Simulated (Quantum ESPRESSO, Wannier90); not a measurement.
## TaS$_{2}$ (R-3m): Wannier90 run

```
TaS2
1.0
   -1.69172     2.93014     0.00000
   -3.38344     0.00000     0.00000
   -1.69172     0.97671     6.35141
Ta S
1 2
Direct
  0.00000   0.00000   0.00000
  0.25387   0.25387   0.23838
  0.74613   0.74613   0.76162
```

Materials Project entry mp-555037; symmetrised, unrelaxed at this level. COD (Crystallography Open Database) has the formula in 4 space groups, this one among them (matched by group alone). Computed values, not measurements, from PBEsol: Quantum ESPRESSO (norm-conserving PseudoDojo potentials, cutoff 47 Ry, no spin polarisation, no spin-orbit coupling) on a Γ-centred 10×10×10 mesh, then Wannier90. Density: 10×10×10 mesh, cold smearing 0.01 Ry. The cell is built of weakly bound layers, chains or molecules, whose nearest atoms lie 3.85 Å apart. Database cells relaxed without dispersion often hold them too far apart, which can enlarge gaps and weakens couplings between them; spacing and stacking were not compared with the measured crystal. Spin-orbit coupling is left out although heavy elements are present.

Base run: 11 functions from bands 7-27 of the 27 computed, start hydrogen-like Ta: d; S: p, frozen window up to 1.50 eV relative to the Fermi level, outer window open. One setting was then changed (edges relative to the Fermi level; misfit to pw.x on a path, for states up to 1.0 eV relative to the Fermi level).

| run | Ω_I (Å²) | rms misfit (meV) | worst (meV) |
|---|---|---|---|
| base | 18.41 | 1.3 | 10 |
| changed | 17.88 | 19 | 179 |

### Question
Which change was made?
A. frozen window to 2.50 eV
B. frozen window to 3.50 eV
C. only the lowest 16 of the kept bands
D. frozen window to 0.50 eV
E. only the lowest 18 of the kept bands

### Answer
D, frozen window to 0.50 eV. The others give:

```csv
run,Ω_I (Å²),rms misfit (meV),worst (meV)
frozen window to 3.50 eV,20.33,0.9,3.8
frozen window to 2.50 eV,18.90,0.7,3.7
only the lowest 16 of the kept bands,19.96,1.0,9.8
only the lowest 18 of the kept bands,19.16,1.2,11
```
